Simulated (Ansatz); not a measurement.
TiAl (L1₀ or tetragonal B2, space group No. 123) under volume change, the program Ansatz at the PBE level (PAW), shape and atoms relaxed at each volume.

```tsv
V (Å³/atom)	E − E(relaxed) (meV/atom)	P (GPa)
14.773	54.4	12.89
15.260	23.0	7.94
15.747	5.5	3.68
16.234	0.0	0.00
16.721	4.9	-3.17
17.208	18.8	-5.90
17.695	40.4	-8.25
```

**Question.** What does a third-order Birch–Murnaghan fit give for V₀, B₀ and B′?

**Answer.** V₀ = 16.23 Å³/atom, B₀ = 113 GPa, B′ = 3.9.

Space group P4/mmm (L1₀ or tetragonal B2). Symmetry was held in the PBE relaxation. No spin polarisation was allowed.

Potentials: the later of the program's two PAW sets.
